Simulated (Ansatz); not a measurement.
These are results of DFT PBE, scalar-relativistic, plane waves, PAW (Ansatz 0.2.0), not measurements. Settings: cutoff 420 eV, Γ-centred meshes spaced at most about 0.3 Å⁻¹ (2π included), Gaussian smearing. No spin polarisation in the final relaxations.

These are static total energies at zero pressure.

Two relaxed structures of LiBeF₃:

1.

```yaml
crystal:
  lattice:
    - [8.36564, -1.40888, 0.00000]
    - [8.36564, 1.40888, 0.00000]
    - [-0.30926, 0.00000, 4.68829]
  atoms:
    - { symbol: Li, position: [0.65204, 0.65204, 0.40902] }
    - { symbol: Li, position: [0.35355, 0.35355, 0.47203] }
    - { symbol: Be, position: [0.00426, 0.00426, 0.60134] }
    - { symbol: Be, position: [0.23873, 0.23873, 0.94607] }
    - { symbol: F, position: [0.07954, 0.07954, 0.42093] }
    - { symbol: F, position: [0.92186, 0.92186, 0.42763] }
    - { symbol: F, position: [0.69285, 0.69285, 0.83925] }
    - { symbol: F, position: [0.31946, 0.31946, 0.83583] }
    - { symbol: F, position: [0.50877, 0.50877, 0.77111] }
    - { symbol: F, position: [0.23567, 0.23567, 0.27677] }
```

2.

```yaml
crystal:
  lattice:
    - [3.54110, 0.00000, 0.00000]
    - [0.00000, 3.54110, 0.00000]
    - [0.00000, 0.00000, 3.54110]
  atoms:
    - { symbol: Li, position: [0.50000, 0.50000, 0.50000] }
    - { symbol: Be, position: [0.00000, 0.00000, 0.00000] }
    - { symbol: F, position: [0.00000, 0.50000, 0.50000] }
    - { symbol: F, position: [0.50000, 0.00000, 0.50000] }
    - { symbol: F, position: [0.50000, 0.50000, 0.00000] }
```

Question: Which would you expect to be lower, and how large is the difference?

Answer: Cell 1 is lower, by 1.33 eV/atom. Cell 1 has space group Cm (No. 8), 11.1 Å³/atom and a gap of 7.23 eV on its mesh; cell 2 has the cubic perovskite type, space group Pm-3m (No. 221), 8.9 Å³/atom and a gap of 1.60 eV. Counting F atoms around Be and Li (those within 1.25 times the shortest such distance or 1.15 times the sum of covalent radii; a plus sign parts nearer from farther groups; the shortest distance is added where it is long for a bond; a slash parts the counts of unlike sites), cell 1 has Li 3+1/2+3, Be 4 and cell 2 has Li 6, Be 12 from 2.5 Å. The lower one is the more open, so pressure narrows the difference. In cell 1, Li on its first site is surrounded by 2 F at 1.86 Å and 3 F at 2.09–2.11 Å; Be on its first site is surrounded by 4 F at 1.56–1.62 Å; F on its first site is surrounded by 1 Be at 1.56 Å and 2 Li at 1.86 Å; 7 more sites not described. In cell 2, Li is surrounded by 6 F at 1.77 Å; Be has 12 F at 2.50 Å (long contacts); F is surrounded by 2 Li at 1.77 Å, 4 Be at 2.50 Å and 8 F at 2.50 Å. Both come from invented guesses.

Kohn–Sham gaps at this level usually fall short of measured ones. Cells relaxed within their symmetry can be saddle points. The Cm cell of LiBeF3 came from shaking the Pm-3m one.
